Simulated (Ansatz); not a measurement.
Relaxed-ion elastic tensor of Te (simple cubic, Pm-3m) in GPa (Voigt order), r²SCAN in the plane-wave PAW code Ansatz; density 6.53 g/cm³, 32.43 Å³ per atom.

```tsv
	1	2	3	4	5	6
1	94.3	33.9	33.9	0.0	0.0	0.0
2	33.9	94.3	33.9	0.0	0.0	0.0
3	33.9	33.9	94.3	0.0	0.0	0.0
4	0.0	0.0	0.0	2.8	0.0	0.0
5	0.0	0.0	0.0	0.0	2.8	0.0
6	0.0	0.0	0.0	0.0	0.0	2.8
```

### Question
Is the crystal mechanically stable?

### Answer
Yes: the smallest eigenvalue of C is 2.8 GPa.

### Question
Work out the Voigt and Reuss bounds. Is their mean of use?

### Answer
K_V = 54.1, K_R = 54.1; G_V = 13.8, G_R = 4.4 GPa. The bounds lie so far apart that a Hill average or a Debye temperature from it would say little.

The start of the workflow was typed in or built on a structure type; neither database checked (COD, Materials Project) lists it. It is not the phase usual at ambient conditions (space group No. 152). The r²SCAN relaxation kept the symmetry of its start; its stability against distortions is not shown here. As this level gives no gap, shear constants depend on the k-mesh and smearing (Fermi–Dirac, 0.1 eV here). Spin–orbit coupling is left out wherever it is not named.

Potentials: the earlier of the program's two PAW sets.
